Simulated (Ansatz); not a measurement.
VBiO$_{4}$ (scheelite type, space group I4_1/a)

```yaml
crystal:
  lattice:
    - [-2.58313, 2.58313, 5.88971]
    - [2.58313, -2.58313, 5.88971]
    - [2.58313, 2.58313, -5.88971]
  atoms:
    - { symbol: Bi, position: [0.75000, 0.25000, 0.50000] }
    - { symbol: Bi, position: [0.00000, 0.00000, 0.00000] }
    - { symbol: V, position: [0.25000, 0.75000, 0.50000] }
    - { symbol: V, position: [0.50000, 0.50000, 0.00000] }
    - { symbol: O, position: [0.07894, 0.96643, 0.38920] }
    - { symbol: O, position: [0.57723, 0.68974, 0.61080] }
    - { symbol: O, position: [0.71643, 0.82723, 0.38749] }
    - { symbol: O, position: [0.43974, 0.32894, 0.61251] }
    - { symbol: O, position: [0.67106, 0.28357, 0.11080] }
    - { symbol: O, position: [0.17277, 0.56026, 0.88920] }
    - { symbol: O, position: [0.03357, 0.42277, 0.11251] }
    - { symbol: O, position: [0.31026, 0.92106, 0.88749] }
```

E(V) scan at fixed shape, V₀ the volume above. The atoms relax within the cell's symmetry.

The numbers are results of PBE (plane waves to 420 eV, PAW, scalar-relativistic; Ansatz, a quantum-chemistry and plane-wave program), not measurements. k mesh 7×7×7 (Γ-centred), Fermi-Dirac smearing 0.05 eV. E stands for the smeared free energy. Stress and pressure are positive under compression. Some relaxations began with atoms very close together and may have settled on another branch. With the shape held, the modulus is that of even scaling; a crystal free to change shape is softer. Spin-orbit coupling is left out, though Bi is heavy. This is one of several known forms of VBiO4; the measured ambient cells at hand have space group No. 15 or 60. VBiO4 is run without spin polarisation. VBiO4 was relaxed with its symmetry unable to fall. ΔE is measured from the relaxed starting cell.

```tsv
V (Å³/atom)	ΔE (meV/atom)
11.004	179.5
11.528	93.1
12.052	38.2
12.576	8.8
13.100	0.0
13.624	7.6
14.148	28.2
14.672	withheld
15.196	97.7
```

Q: Fit a third-order Birch-Murnaghan form (E₀, V₀, B₀, B₀′ free) to the given rows and predict ΔE at V = 14.672.

A: Least squares on the 8 given rows: ΔE = E₀ + (9V₀B₀/16)·y²·[2 + (B₀′ − 4)y], y = (V₀/V)^(2/3) − 1, with V₀ = 13.104 Å³/atom, B₀ = 123.4 GPa (160.2 GPa = 1 eV/Å³; the term in eV is multiplied by 1000), B₀′ = 4.59, E₀ = 0.17 meV/atom; root-mean-square residual 0.17 meV/atom. At 14.672 the fit gives 58.7 meV/atom; the calculation gives 59.0 meV/atom, so the interpolation is off by -0.3 (-0.5 %). For the pressure the fit gives -10.8 GPa against the computed -10.7 GPa.

(Under strain, the slope of the energy per volume gives the stress and its curvature an elastic modulus.)
